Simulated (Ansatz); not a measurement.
ZrPbO$_{3}$:
```
CELL_PARAMETERS angstrom
      4.15955     0.00000     0.00000
      0.00000     4.15955     0.00000
      0.00000     0.00000     4.15955
ATOMIC_POSITIONS crystal
  Zr 0.00000 0.00000 0.00000
  Pb 0.50000 0.50000 0.50000
  O  0.50000 0.00000 0.00000
  O  0.00000 0.50000 0.00000
  O  0.00000 0.00000 0.50000
```

Plane-wave PAW r²SCAN (Ansatz code) gives a gap of 2.85 eV without spin–orbit coupling, maximum at M, minimum at X.

Q: What happens when spin–orbit coupling is switched on?

A: The gap decreases by 0.37 eV, to 2.48 eV; maximum at M, minimum at X.

Q: Give the electron effective mass with spin–orbit coupling.

A: 0.21, 0.40, 0.40 mₑ (principal values).

Space group Pm-3m (cubic perovskite). The workflow started from a Materials Project entry (that database holds measured and hypothetical structures alike); the Crystallography Open Database copy checked does not list it. COD files the formula under space group No. 38, 55. Its standing as an ambient phase is unchecked. Symmetry was held in the r²SCAN relaxation; whether a distortion lowers the energy is not shown. The run is not spin-polarised.

Potentials: the later of the program's two PAW sets.
